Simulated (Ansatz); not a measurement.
Y:
```cif
data_Y4
_chemical_formula_sum 'Y4'
_space_group_name_H-M_alt 'Fm-3m'
_space_group_IT_number 225
_space_group_name_Hall '-F 4 2 3'
_cell_length_a 4.97720
_cell_length_b 4.97720
_cell_length_c 4.97720
_cell_angle_alpha 90.000
_cell_angle_beta 90.000
_cell_angle_gamma 90.000
loop_
_atom_site_label
_atom_site_type_symbol
_atom_site_symmetry_multiplicity
_atom_site_Wyckoff_symbol
_atom_site_fract_x
_atom_site_fract_y
_atom_site_fract_z
_atom_site_occupancy
Y1 Y 4 a 0.00000 0.00000 0.00000 1
```
(The calculation used a cell of 1 atom; values per cell refer to that cell.)

Relaxed with PBEsol.

**Question.** Which orbitals make up the states near the Fermi level in PBEsol in the plane-wave PAW code Ansatz?

**Answer.** Within 0.5 eV of the Fermi level: Y 4d 89 %, outside the projected shells 5 %. Projections are on Löwdin-orthogonalised atomic valence shells; empty p or d shells of many metals are not among them.

**Question.** Tabulate the density of states.

**Answer.** States/eV per cell of 1 atom, in 0.25 eV bins, energy from the Fermi level.

| E (eV) | total | Y 4d | Y 5s | Y 4p |
|---|---|---|---|---|
| -4.95 | 0.00 | 0.00 | 0.00 | 0.00 |
| -4.70 | 0.03 | 0.00 | 0.03 | 0.00 |
| -4.45 | 0.07 | 0.00 | 0.07 | 0.00 |
| -4.20 | 0.10 | 0.00 | 0.09 | 0.00 |
| -3.95 | 0.13 | 0.00 | 0.12 | 0.00 |
| -3.70 | 0.16 | 0.01 | 0.14 | 0.00 |
| -3.45 | 0.19 | 0.01 | 0.16 | 0.01 |
| -3.20 | 0.22 | 0.02 | 0.19 | 0.01 |
| -2.95 | 0.26 | 0.04 | 0.21 | 0.01 |
| -2.70 | 0.31 | 0.07 | 0.23 | 0.01 |
| -2.45 | 0.39 | 0.11 | 0.26 | 0.01 |
| -2.20 | 0.51 | 0.21 | 0.28 | 0.01 |
| -1.95 | 0.81 | 0.47 | 0.31 | 0.01 |
| -1.70 | 1.07 | 0.75 | 0.28 | 0.02 |
| -1.45 | 1.03 | 0.78 | 0.22 | 0.02 |
| -1.20 | 0.98 | 0.79 | 0.16 | 0.02 |
| -0.95 | 1.05 | 0.91 | 0.10 | 0.02 |
| -0.70 | 1.29 | 1.20 | 0.06 | 0.02 |
| -0.45 | 1.32 | 1.26 | 0.01 | 0.02 |
| -0.20 | 1.63 | 1.53 | 0.02 | 0.03 |
| 0.05 | 1.41 | 1.27 | 0.03 | 0.02 |
| 0.30 | 1.68 | 1.42 | 0.11 | 0.03 |
| 0.55 | 1.86 | 1.51 | 0.14 | 0.03 |
| 0.80 | 1.72 | 1.50 | 0.08 | 0.02 |
| 1.05 | 1.72 | 1.46 | 0.13 | 0.02 |
| 1.30 | 1.39 | 1.15 | 0.13 | 0.01 |
| 1.55 | 1.10 | 0.93 | 0.09 | 0.00 |
| 1.80 | 1.02 | 0.91 | 0.04 | 0.00 |
| 2.05 | 1.63 | 1.55 | 0.02 | 0.00 |
| 2.30 | 1.19 | 1.16 | 0.00 | 0.00 |
| 2.55 | 1.11 | 1.09 | 0.01 | 0.00 |
| 2.80 | 1.25 | 1.19 | 0.02 | 0.00 |
| 3.05 | 1.61 | 1.50 | 0.05 | 0.00 |
| 3.30 | 1.20 | 1.12 | 0.03 | 0.00 |
| 3.55 | 1.01 | 0.94 | 0.03 | 0.00 |
| 3.80 | 0.87 | 0.81 | 0.03 | 0.00 |
| 4.05 | 1.04 | 0.97 | 0.03 | 0.00 |
| 4.30 | 1.02 | 0.94 | 0.03 | 0.00 |
| 4.55 | 1.06 | 0.98 | 0.03 | 0.00 |
| 4.80 | 1.19 | 1.08 | 0.04 | 0.00 |

The workflow started from a Materials Project entry (that database holds measured and hypothetical structures alike); the Crystallography Open Database files this formula in space group No. 225, but the cells were not matched. It is not the phase usual at ambient conditions (space group No. 194). The cell was relaxed with PBEsol under the symmetry of its start; its stability against distortions is not shown here. The run is not spin-polarised. Spin–orbit coupling is left out wherever it is not named.

Potentials: the earlier of the program's two PAW sets. The files were generated under PBE; for other functionals the program regenerates the frozen cores, and for LDA and PBEsol the local potential too.
